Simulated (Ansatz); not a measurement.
A relaxed cell of Ba3P5 is given with its symmetry left out. The cell was found from a structure generator's guess, not taken from experiment.

These are results of Ansatz 0.2.0, DFT PBE, scalar-relativistic, plane waves, PAW, not measurements. Cutoff 420 eV, Γ-centred mesh, Gaussian smearing, no spin polarisation.

```
CELL_PARAMETERS angstrom
6.29398 0.00000 0.00000
0.00000 6.29398 0.00000
0.00000 0.00000 6.29398
ATOMIC_POSITIONS crystal
Ba 0.00000 0.50000 0.50000
Ba 0.50000 0.00000 0.50000
Ba 0.50000 0.50000 0.00000
P 0.50000 0.50000 0.50000
P 0.50000 0.00000 0.00000
P 0.00000 0.50000 0.00000
P 0.00000 0.00000 0.50000
P 0.00000 0.00000 0.00000
```

The zero of energy is the elements' standard structures at the same level; no fitted shifts are applied. The references include black phosphorus.

(1) Find its symmetry and describe it.

(2) How far does it lie from the elements in energy?

(3) Is it a metal?

Answers

(1) Pm-3m (No. 221). Conventional cell: a = 6.294 Å. Ba is surrounded by 6 P at 3.15 Å; P on a site of symmetry m-3m has 6 Ba at 3.15 Å; around P on a site of symmetry 4/mmm lie 2 P at 3.15 Å and 4 Ba at 3.15 Å; P on a second site of symmetry m-3m is surrounded by 6 P at 3.15 Å (long contacts).

(2) −0.02 eV/atom. The formation energy is too near zero to say whether this cell lies below the elements.

(3) Yes, bands cross the Fermi level on the 6×6×6 mesh.

The last run used a 6×6×6 mesh for its 8-atom cell and Gaussian smearing of 0.10 eV. The k mesh leaves some 4 meV/atom of noise in the energy of each metallic cell. An odd number of electrons in the primitive cell allows no gap without spin; a larger cell or a magnetic state could open one. The cell is a metal run without spin; a magnetic state may lie lower. The reference form of P is held partly by dispersion forces, which this level lacks. A structure relaxed within its symmetry needn't be a true minimum.
